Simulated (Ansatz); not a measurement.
TaTe:
```cif
data_Ta4Te4
_chemical_formula_sum 'Te4 Ta4'
_space_group_name_H-M_alt 'Cmcm'
_space_group_IT_number 63
_space_group_name_Hall '-C 2c 2'
_cell_length_a 3.63005
_cell_length_b 10.12300
_cell_length_c 4.73428
_cell_angle_alpha 90.000
_cell_angle_beta 90.000
_cell_angle_gamma 90.000
loop_
_atom_site_label
_atom_site_type_symbol
_atom_site_symmetry_multiplicity
_atom_site_Wyckoff_symbol
_atom_site_fract_x
_atom_site_fract_y
_atom_site_fract_z
_atom_site_occupancy
Te1 Te 4 c 0.00000 0.36371 0.25000 1
Ta1 Ta 4 c 0.00000 0.07719 0.25000 1
```
(The calculation used a cell of 4 atoms; values per cell refer to that cell.)

Relaxed at zero pressure with plane-wave PAW r²SCAN (Ansatz code).

**Question.** The volume is raised by 9 % and shape and atoms relax at that volume. What pressure results, and how do the axes share the change?

**Answer.** -7.7 GPa; a 4.4 %, b 1.9 %, c 2.5 %; the energy rises by 52 meV/atom.

**Question.** Give the new structure.

**Answer.** 
Space group Cmcm (No. 63); a = 3.789 Å, b = 10.312 Å, c = 4.853 Å, α = β = γ = 90.00°

| atom | site | symmetry | x | y | z |
|---|---|---|---|---|---|
| Te | 4c | m2m | 0.0000 | 0.3661 | 0.2500 |
| Ta | 4c | m2m | 0.0000 | 0.0737 | 0.2500 |

The phase is kept; no other phase was compared at this pressure.

The start of the workflow was typed in or built on a structure type; neither database checked (COD, Materials Project) lists it. Whether it is the stable phase at ambient conditions was not checked. The cell was relaxed with r²SCAN under the symmetry of its start; whether a distortion lowers the energy is not shown. No spin polarisation was allowed. Scalar-relativistic: spin–orbit coupling is off unless named, which matters more the heavier the elements.

Potentials: the earlier of the program's two PAW sets.
